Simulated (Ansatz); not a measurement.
**Ta$_{2}$O$_{5}$ (Pmmm), work and stress of cleavage**

Theory: Ansatz, DFT r2SCAN, scalar-relativistic, plane waves, PAW. Cutoff 500 eV, Γ-centred 7×7×2 k-points, Gaussian smearing of 0.05 eV. Spin–orbit coupling is left out, which matters for the heavy elements here. No spin polarisation. Energies are free energies at this smearing, counted from the undisturbed cell; pressure is positive in compression.

The starting cell (relaxed at this level; it needn't be the usual structure):

```
CELL_PARAMETERS angstrom
-3.66565 0.00000 0.00000
0.00000 -3.85735 0.00000
0.00000 0.00000 12.91238
ATOMIC_POSITIONS crystal
Ta 0.50000 0.00000 0.04490
Ta 0.50000 0.00000 0.54490
Ta 0.00000 0.00000 0.79490
Ta 0.00000 0.00000 0.29490
O 0.50000 0.50000 0.04490
O 0.50000 0.50000 0.54490
O 0.00000 0.00000 0.13473
O 0.00000 0.00000 0.63473
O 0.00000 0.50000 0.79490
O 0.00000 0.50000 0.29490
O 0.50000 0.00000 0.79490
O 0.50000 0.00000 0.29490
O 0.00000 0.00000 0.95507
O 0.00000 0.00000 0.45507
```

The cut lies on the cell's a–b face, a (0 0 1) plane (indices in the standard cell, whose axes needn't be the Cartesian ones shown) of area 14.14 Å², between layers 1.16 Å apart. Vector c is lengthened by d along the normal with the atoms' Cartesian places fixed: one unrelaxed cut a cell. The traction is positive where the two halves pull on each other.

```
d (Å) energy (J/m²) traction (GPa)
-0.30           0.75           -54.2
-0.15           0.17           -23.9
 0.00           0.00             0.0
 0.25           0.38            28.4
 0.50           1.31            44.1
 0.75           2.51            50.6
 1.00           3.78            49.8
 1.50           6.01            37.8
 2.00           7.51            21.9
 3.00           8.67             4.9
 4.50           9.01             1.0
 6.00           9.11             0.5
```

Q: What are the work of separation and the cleavage stress, and do they fit the universal binding curve?

A: The energy levels off near W ≈ 9.11 J/m² (the traction is down to 0.5 GPa), the energy of the two unrelaxed faces, 4.56 J/m² each on average. The largest sampled traction is 50.6 GPa at d = 0.75 Å, and a parabola through it and its two neighbours peaks at σ_max ≈ 51.1 GPa, d ≈ 0.85 Å. The curve E = W[1 − (1 + d/ℓ)exp(−d/ℓ)] peaks in traction at d = ℓ with σ_max = W/(eℓ); with 1 J/m² per Å = 10 GPa this W and σ_max give ℓ = 0.66 Å. A parabola through that curve at the same three d peaks at 0.68 Å, against 0.85 Å here, so the traction peaks further out than on that curve. The cut parts unlike faces (O and O/Ta); in an ionic crystal that makes them polar, and the energy then depends on the thickness of the slab. The opened faces are metallic here, and spin polarisation, left out, could lower W. Real crystals break at far lower stress, because cracks concentrate it, and on the plane of lowest W, which needn't be this one.

The cut is rigid; relaxing the faces lowers these energies and usually the stresses.

The gap closes along the scan, which can put kinks into the curve.

Cost: 12 runs of about 19 core-minutes in all, on Oxide Virtual Turin-like Processor (Zen 5) (shared hosts).